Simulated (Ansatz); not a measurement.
## AlFe2: do energies and stresses tell the same story?

Theory: DFT r2SCAN, scalar-relativistic, plane waves, PAW in Ansatz 0.2.0.

Cutoff 500 eV; k points 12×12×16 on the computed 3-atom cell (Γ-centred); Gaussian smearing, width 0.10 eV; collinear spin from starting moments 0 2.91 2.91 μB.

Relaxed cell: P6/mmm, a = 4.165 Å, b = 4.165 Å, c = 2.536 Å, α = 90.00°, β = 90.00°, γ = 120.00°, 3 atoms in the primitive cell. Whether it is the stable form of this composition wasn't checked.

Energies at zero smearing and pressures from the stress tensor, at volumes with shape and atoms relaxed:
| V (Å³/atom) | E − E(first) (meV/atom) | P (GPa) |
| --- | --- | --- |
| 11.940 | 0.00 | 10.45 |
| 12.321 | -18.18 | 4.86 |
| 12.702 | -23.91 | 0.01 |
| 13.083 | -19.03 | -4.06 |
| 13.464 | -5.16 | -7.59 |

Check P = −dE/dV between neighbouring volumes, and get the bulk modulus from the pressures alone.

With 1 eV/Å³ = 160.2 GPa:
```tsv
middle V (Å³/atom)	−ΔE/ΔV (GPa)	mean P (GPa)
12.130	7.642	7.653
12.511	2.412	2.433
12.892	-2.051	-2.026
13.273	-5.835	-5.824
```

The two differ by 0.03 GPa at most. The mean of two end pressures misses the average over a step by about ΔV² P″/12, up to 0.07 GPa here; with that taken off 0.05 GPa remains. The stress is the derivative of the free energy, not of the energy at zero smearing, and with free energies 0.01 GPa remains. The largest site moment goes from 2.53 to 2.75 μB along the series, which bends P(V). Around V = 12.702 Å³/atom, the two neighbours give B = −V ΔP/ΔV = 12.702 × 8.92 / 0.762 = 148.6 GPa, against B0 = 147.9 GPa from the Birch–Murnaghan fit of the energies.

The state reached may not be the lowest one. Only parallel moments were tried here.

Only this magnetic start was tried.

Cost: 6 runs of about 18 core-minutes in all, on Arm Neoverse V1 (shared hosts).